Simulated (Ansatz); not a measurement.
Mg:
```xyz
1
Lattice="0.0000 2.2465 2.2465 2.2465 0.0000 2.2465 2.2465 2.2465 0.0000" Properties=species:S:1:pos:R:3 pbc="T T T"
Mg     0.0000     0.0000     0.0000
```

Relaxed with PBEsol. Special points in fractions of this cell's reciprocal vectors: Γ (0.000, 0.000, 0.000); X (0.500, 0.000, 0.500); U (0.625, 0.250, 0.625); K (0.375, 0.375, 0.750); L (0.500, 0.500, 0.500); W (0.500, 0.250, 0.750).

**Question.** List the band energies nearest the Fermi level at these points for DFT-PBEsol in the program Ansatz with PAW potentials.

**Answer.** In eV from the Fermi level; about four levels below and three above (degenerate sets whole), none deeper than 8.9 eV; … stands for higher levels left out; points with the same levels are listed once.

| k | below | above |
|---|---|---|
| Γ | -6.96 | … |
| X | -0.21 | 0.81 6.13 … |
| U | – | 0.63 0.91 2.01 |
| L | -1.71 -1.27 | … |
| W | – | 1.46 1.46 1.98 |

Space group Fm-3m (fcc (Cu type)). The workflow started from a Materials Project entry (that database holds measured and hypothetical structures alike); the Crystallography Open Database copy checked does not list it. It is not the phase usual at ambient conditions (space group No. 194). The PBEsol relaxation kept the symmetry of its start; whether a distortion lowers the energy is not shown.

Potentials: the later of the program's two PAW sets.
